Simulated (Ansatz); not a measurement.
Input:

ScB (rock salt, Fm-3m), a = b = c = 4.887 Å, α = β = γ = 90.00°; the cell used has 2 atoms.

This is the PBEsol-relaxed structure.

All from PBEsol in the plane-wave PAW code Ansatz, unless another level is named. Estimate the electronic character.

metallic (no gap).

What about the density of states at the Fermi level?

1.8 states/eV per atom (mean over ±0.08 eV).

Give the formation energy from the elements (no fitted shifts).

0.21 eV/atom.

The cell is a constructed one: a structure type filled with these elements; neither database checked (COD, Materials Project) lists it. Whether it is the stable phase at ambient conditions was not checked. The cell was relaxed with PBEsol under the symmetry of its start. At this level the phase is mechanically unstable. No spin polarisation was allowed. The references are the lowest solids computed at this level, not always the standard phases.

Potentials: the earlier of the program's two PAW sets. The files were generated under PBE; for other functionals the program regenerates the frozen cores, and for LDA and PBEsol the local potential too.
